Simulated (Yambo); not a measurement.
G0W0@LDA for BeTe (zinc blende, space group F-43m, No. 216) in Yambo. Reference settings: 4×4×4 Γ-centred k mesh, bands 2 to 104 and a 10 Ry block in the screening, 104 bands in G with the Bruneval-Gonze terminator, plasmon pole fitted at 27.2 eV. The LDA gap Γ → X on this mesh is 1.80 eV; G0W0 gaps are taken between the same points.

Gap (Γ → X) in eV against the number of bands and the screening block, terminator on:

| bands (W and G) | 2 Ry | 4 Ry | 6 Ry | 8 Ry | 10 Ry |
|---|---|---|---|---|---|
| 24 | 3.019 | 3.147 | 3.173 | 3.197 | 3.204 |
| 37 | 2.953 | 3.126 | 3.167 | 3.206 | 3.217 |
| 57 | 2.912 | 3.098 | 3.146 | 3.197 | 3.211 |
| 78 | 2.903 | 3.095 | 3.148 | 3.207 | 3.226 |
| 104 | 2.902 | 3.096 | 3.153 | 3.221 | 3.243 |

Rough cost of the Yambo step against the reference (shared machines):

```csv
bands (W and G),2 Ry,4 Ry,6 Ry,8 Ry,10 Ry
24,1/7,1/6,1/6,1/5,1/4
37,1/5,1/4,1/4,1/3,1/3
57,1/3,1/3,1/3,1/2,1/2
78,1/3,1/2,1/2,~1,~1
104,1/2,~1,~1,~1,1
```

At the largest block the last step in bands moves the gap by 0.017 eV; at the most bands the last step in the block moves it by 0.022 eV.

Spin-orbit coupling is left out, which matters for elements this heavy: edges can move by tenths of an eV.

The standard potential for Te keeps a d shell in the valence without the s and p states of that shell. In tests on such compounds this moved G0W0 gaps by up to about 0.9 eV, so absolute quasiparticle energies here are unreliable; differences between settings are what counts.

Geometry relaxed with LDA; primitive cell a = 3.9278 Å, b = 3.9278 Å, c = 3.9278 Å, α = 60.00°, β = 60.00°, γ = 60.00°.
